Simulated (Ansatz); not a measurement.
## PbAu2 single point

Input file of Ansatz 0.2.0:

```yaml
crystal:
  lattice:
    - [0.0, 3.979093, 3.979093]
    - [3.979093, 0.0, 3.979093]
    - [3.979093, 3.979093, 0.0]
  atoms:
    - { symbol: Pb, position: [0.0, 0.0, 0.0] }
    - { symbol: Pb, position: [0.25, 0.25, 0.25] }
    - { symbol: Au, position: [0.625, 0.625, 0.625] }
    - { symbol: Au, position: [0.125, 0.625, 0.625] }
    - { symbol: Au, position: [0.625, 0.625, 0.125] }
    - { symbol: Au, position: [0.625, 0.125, 0.625] }
  symmetry: { tolerance: 0.0003 }
kpoints:
  mp_grid: { grid: [7, 7, 7], shift: [0, 0, 0] }
  band_path:
    path:
      - [0.375, 0.375, 0.75]
      - [0.0, 0.0, 0.0]
      - [0.5, 0.5, 0.5]
      - [0.5, 0.25, 0.75]
      - [0.5, 0.0, 0.5]
    npoints: 13
magnetization:
  spin_polarized: false
scf:
  occupations: { method: cold, width: 0.216 }
  lower_state_search: "off"
  max_iter: 200
hamiltonian:
  pseudopotentials: { kind: paw }
  xc: mr2scan
basis:
  ecutwfc: 500
  fft_grid_basis: typed
output:
  forces: true
  stress: true
  eigenvalues: true
  bader: true
  populations: true
  elf: true
  write_potential: true
  volumetric_format: npy
  dos:
    e_range: [-12, 8]
    de: 0.05
    projected: { site_lists: { Au: [Au], Pb: [Pb] } }
checkpoint:
  read: saved_state
```

The saved state is an earlier solution for the same cell, perhaps on another mesh. 

Excerpt of what it printed:

```
Pseudopotentials: kind: paw
Pseudopotential: Pb, paw, valence charge 14, recommended cutoff 500 eV (meta_gga), Pb.paw.azcp
Pseudopotential: Au, paw, valence charge 19, recommended cutoff 500 eV (meta_gga), Au.paw.azcp
Functional definition: m-r2SCAN
  exchange = m_r2scan_x
  correlation = m_r2scan_c
Crystal: 6 atoms, lattice volume = 126.003 Å³
Basis set: ecut = 500 eV, 3143 PW (Γ), exchange–correlation on 180×180×180 points (64 copies of the dense FFT grid, shifted against one another)
Bands: 63, of which v1, the nominal top of the filled ones, is band 52 counted from 1 (51 counted from 0)
Symmetry: 48 space group operations
Space group: Fd-3m (ITA 227), of the structure as read, at distance tolerance 1.5e-3 Å
k-points: 20 of 343
Initial density: read from a saved state, or passed on in memory by an earlier SCF of this step, an earlier step, the calling program or the single point that the run made first
Functional: x = mr2scan, c = mr2scan; τ floored in thin density (d = 2e-4 eV/Å³)
SCF iter   1: F=—  Δρ=1.95e-3  dr2=1.96e-3  dr2_τ=6.27e-4
SCF iter   2: F=—  S|Δr|=    0.00e0  Δρ=1.08e-3  dr2=6.05e-4  dr2_τ=1.92e-4
SCF iter   3: F=—  S|Δr|=    0.00e0  Δρ=2.95e-4  dr2=1.14e-4  dr2_τ=6.45e-6
SCF iter   4: F=—  S|Δr|=    0.00e0  Δρ=9.71e-5  dr2=1.08e-5  dr2_τ=1.01e-6
SCF iter   5: F=—  S|Δr|=    0.00e0  Δρ=1.65e-5  dr2=6.84e-7  dr2_τ=3.97e-8
SCF iter   6: F=—  S|Δr|=    0.00e0  Δρ=6.08e-6  dr2=1.45e-7  dr2_τ=3.38e-9
SCF iter   7: F=-76496.0518 eV  S|Δr|=    0.00e0  Δρ=2.03e-6  dr2=1.27e-8  dr2_τ=4.57e-10
Free energy (F): -76496.0518 eV
Harris-Foulkes:  -76496.0518 eV  (|F-HF|=5.33e-9)
Internal energy: -76496.0456 eV  (E = F + TS)
E sigma→0 (E₀):  -76496.0498 eV
Entropy (-TS):   -0.0062 eV (-1.034 meV/atom)
Fermi energy:    16.3116 eV
--- Per-component energies (eV) ---
  E_band       = -1154.2755
  E_kinetic    = 3001.8517
  E_local      = -10493.9988  (includes V_loc(G=0)·N_el)
  E_nonlocal   = 1001.7145
  E_hartree    = 4468.5651
  E_xc         = -1291.3375
  E_vxc        = -1521.2971  (∫ρ·V_xc dr)
  E_paw        = -59790.2388  (= ΣΔE_a)
  E_vpaw       = -2185.3105  (= ΣTr[D̂ρ^β])
  E_aug_tail   = 0.0031  (compensation charges beyond the density's cutoff)
  E_vtau       = 105.6238  (kinetic-family band-sum trace: ∫τ·v_τ [+ j·A + Jᵃ·Aᵃ] dr)
  E_ewald      = -13393.8307
  E_core_change = 1.2257  (= ΣΔE_core)
  E_smearing   = -0.0062  (= −TS)
--- Stress (GPa, compression-positive) ---
        3.3205       0.0000       0.0000
        0.0000       3.3205       0.0000
        0.0000       0.0000       3.3205
  P = ⅓ Tr σ = 3.3205 GPa (33.205 kbar)
--- Löwdin populations: 6 sites ---
  site symbol       q [e]
     0     Pb     14.2380
     1     Pb     14.2380
     2     Au     18.7432
     3     Au     18.7432
     4     Au     18.7432
     5     Au     18.7432
  spilling = 0.0053 (of n_electrons = 104.0000)
--- Bader charges: 6 sites ---
  site symbol  charge [e]  shift [e]
     0     Pb      0.5768     0.0000
     1     Pb      0.5768     0.0000
     2     Au     -0.2884     0.0000
     3     Au     -0.2884     0.0000
     4     Au     -0.2884     0.0000
     5     Au     -0.2884     0.0000
```

Origin: a database entry at a rescaled volume. Caveats: wide smearing; m-r2SCAN is r2SCAN with a changed spin dependence that lowers moments.
